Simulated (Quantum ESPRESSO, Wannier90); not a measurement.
PbSe (rock salt), plane waves to Wannier functions

```
PbSe
1.0
    0.00000     3.09083     3.09083
    3.09083     0.00000     3.09083
    3.09083     3.09083     0.00000
Pb Se
1 1
Direct
  0.00000   0.00000   0.00000
  0.50000   0.50000   0.50000
```

Cell from Materials Project (mp-2201), symmetrised, no further relaxation. COD (Crystallography Open Database) has an entry of this formula and space group (matched by these alone). Level: PBE, no spin polarisation, no spin-orbit coupling; pw.x of Quantum ESPRESSO at 69 Ry with PseudoDojo potentials, 10×10×10 k-points, Wannier90. Density: 10×10×10 mesh, Gaussian smearing 0.01 Ry. Spin-orbit coupling is left out although heavy elements are present.

Gauge-invariant spread of the valence bands 11-15 on N×N×N meshes:

```csv
N,Ω_I (Å²)
3,8.833
4,10.067
5,11.275
7,12.519
8,12.877
```

### Question
The finite-difference formula errs by O(b²), so take Ω_I(N) = Ω_∞ − c/N². Fit the last two rows and predict N = 10.

### Answer
c = (12.877 − 12.519)/(1/7² − 1/8²) = 74.8 Å², Ω_∞ = 14.05 Å², so Ω_I(10) = 13.30 Å². The run gives 13.40 Å². With it the last two points give Ω_∞ = 14.34 Å²: the extrapolated value still moves, so higher orders in b matter on these meshes. The finest mesh lies 7 % under that extrapolated value.
